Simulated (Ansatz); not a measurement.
# SnO: from a starting cell to a relaxed one

The start is a relaxed SnO cell, doubled along one cell vector, shaken by Gaussian noise of σ = 0.08 Å a coordinate. Cell shape, volume and atoms are optimised at zero target pressure with r2SCAN (plane waves to 500 eV, PAW, scalar-relativistic; Ansatz, an electronic-structure program). The first steps use a coarse 8×4×4 k-mesh.

Initial structure:
```yaml
crystal:
  lattice:
    - [3.41250, 0.00000, 0.00000]
    - [-3.41250, 5.91063, 0.00000]
    - [0.00000, 0.00000, 6.44693]
  atoms:
    - { symbol: Sn, position: [0.00515, 0.00628, 0.00747] }
    - { symbol: Sn, position: [0.97082, 0.49861, 0.97617] }
    - { symbol: Sn, position: [0.01543, 0.99929, 0.51314] }
    - { symbol: Sn, position: [0.98688, 0.48644, 0.50320] }
    - { symbol: O, position: [0.33978, 0.34003, 0.24478] }
    - { symbol: O, position: [0.30792, 0.80783, 0.25854] }
    - { symbol: O, position: [0.63414, 0.16178, 0.74673] }
    - { symbol: O, position: [0.64038, 0.66094, 0.74398] }
```

### Question
Which atoms feel the largest initial force, and how large is it?

### Answer
1.71 eV/Å, on Sn4 (atoms numbered as listed).

### Question
By how much does the energy per atom fall from start to end?

### Answer
0.72 eV/atom.

### Question
How does the volume per atom move from start to end?

### Answer
+10.1 %, from 16.25 to 17.89 Å³/atom.

### Question
Does it find its way back to the structure it was made from?

### Answer
It does not go back: it reaches P4/nmm (No. 129), AFLOW prototype AB_tP4_129_a_c (B10, as in PbO), 0.70 eV/atom below the parent.

### Question
Is the relaxed structure metallic? Give its gap.

### Answer
0.35 eV, indirect (valence top at Γ, conduction bottom at M) (no spin-orbit coupling).

### Question
Give the final cell and atomic positions.

### Answer

Space group P4/nmm, origin choice 1 (No. 129); a = b = 3.807 Å, c = 4.938 Å, α = β = γ = 90.00°

```tsv
atom	site	symmetry	x	y	z
Sn	2c	4mm	0.0000	0.5000	0.2324
O	2a	-4m2	0.0000	0.0000	0.0000
```

Final values are on a 9×9×7 k-mesh of the relaxed cell. No spin polarisation in the result.

Of the parent cell (P6₃/mmc (No. 194)): it is a generated cell of SnO: the first start was made by placing the elements on the sites of a structure type, and the end was not matched to a known phase here, so it may be hypothetical. Known forms of SnO include space group No. 129.

The first start was generated by placing the elements on the sites of a structure type. A measured structure of SnO has the same space group, P4/nmm (No. 129); the sites were not compared with it.
